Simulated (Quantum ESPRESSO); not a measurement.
## Kohn-Sham bands of MoP (P-6m2)

```yaml
crystal:
  lattice:
    - [3.23476, 0.00000, 0.00000]
    - [-1.61738, 2.80138, 0.00000]
    - [0.00000, 0.00000, 3.18228]
  atoms:
    - { symbol: Mo, position: [0.00000, 0.00000, 0.00000] }
    - { symbol: P, position: [0.33333, 0.66667, 0.50000] }
```

Materials Project entry mp-219; symmetrised, unrelaxed at this level. COD (Crystallography Open Database) has an entry of this formula and space group (matched by these alone). Computed values, not measurements, from PBEsol: Quantum ESPRESSO (norm-conserving PseudoDojo potentials, cutoff 64 Ry, spinors with spin-orbit coupling) on a Γ-centred 6×6×6 mesh, then Wannier90. Density: 12×12×10 mesh, cold smearing 0.01 Ry.

List the Kohn-Sham levels between −8 and 3.0 eV relative to the Fermi level at the high-symmetry points, as a band run of pw.x on that density gives them (levels within 2 meV counted together).


```tsv
point	k (reciprocal lattice)	levels (eV)
Γ	0.000 0.000 0.000	-4.19 (×2), -3.37 (×2), -3.30 (×2), -0.63 (×2), 0.24 (×2), 0.34 (×2)
M	0.500 0.000 0.000	-7.24 (×2), -3.86 (×2), -3.74 (×2), -1.30 (×2), -0.40 (×2), 1.68 (×2), 2.31 (×2)
K	0.333 0.333 0.000	-6.56, -6.54, -5.30, -5.20, -3.70, -3.66, -1.51, -1.44, -0.16, -0.01, 0.60, 0.61, 0.73, 0.89
A	0.000 0.000 0.500	-7.84 (×2), -2.78 (×2), -2.71 (×2), -1.76 (×2), -1.61 (×2), 1.40 (×2), 2.89 (×2), 2.95 (×2)
L	0.500 0.000 0.500	-6.15 (×2), -5.25 (×2), -4.44 (×2), -1.06 (×2), 1.40 (×2), 1.86 (×2)
H	0.333 0.333 0.500	-6.87, -6.86, -5.76, -5.67, -3.22, -3.20, -1.34, -1.29, 1.53, 1.53
```
